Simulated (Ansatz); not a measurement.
The relaxed structure here is a generated cell of TaC: the first start was made by a random draw of sites in a space group, and the end was not matched to a known phase here, so it may be hypothetical. Known forms of TaC include space group No. 225.

One stationary structure of TaC. Space group Pm-3m (No. 221), AFLOW prototype AB_cP6_221_c_d (as in NbO). Computed with PBEsol (plane waves to 420 eV, PAW, scalar-relativistic; Ansatz, an electronic-structure program).

```cif
data_C3Ta3
_chemical_formula_sum 'C3 Ta3'
_space_group_name_H-M_alt 'P 1'
_space_group_IT_number 1
_cell_length_a 4.32768
_cell_length_b 4.32768
_cell_length_c 4.32768
_cell_angle_alpha 90.000
_cell_angle_beta 90.000
_cell_angle_gamma 90.000
loop_
_space_group_symop_operation_xyz
  'x, y, z'
loop_
_atom_site_label
_atom_site_type_symbol
_atom_site_fract_x
_atom_site_fract_y
_atom_site_fract_z
_atom_site_occupancy
C1 C 0.50000 0.00000 0.00000 1
C2 C 0.00000 0.50000 0.00000 1
C3 C 0.00000 0.00000 0.50000 1
Ta1 Ta 0.00000 0.50000 0.50000 1
Ta2 Ta 0.50000 0.00000 0.50000 1
Ta3 Ta 0.50000 0.50000 0.00000 1
```

For TaC, the volume per atom comes out as 13.51 Å³, the band gap is no gap (metallic) and the shortest distances comes out as C–Ta 2.16 Å; C–C 3.06 Å; Ta–Ta 3.06 Å. The k-mesh is 11×11×11.

Band energies at high-symmetry points (eV from the Fermi level; labels of this space group; no spin-orbit coupling), from −5 eV up to 1.5 eV:

```tsv
point	energies
Γ	-4.99 -2.48 -2.48 -2.48 -2.32 -2.32 -2.32 0.01 0.01 0.01 1.11 1.11 1.11
X	-4.00 -3.50 -3.50 -3.23 -1.85 -1.34 -1.34 -0.69 -0.69 -0.66 0.84 0.88 0.88 1.06
M	-4.00 -3.57 -3.37 -2.34 -2.34 -1.75 -1.26 -0.16 -0.16
R	-4.52 -4.52 -4.52 -0.69 -0.69 -0.69 0.15 0.15 0.29
```

No spin polarisation in the result. The relaxed primitive cell holds an odd number of electrons. A magnetic state may lie lower.

The run could not lose the symmetry of its start, so the end can be a saddle point.

All atoms sit on sites fixed by symmetry, so only the cell could relax.
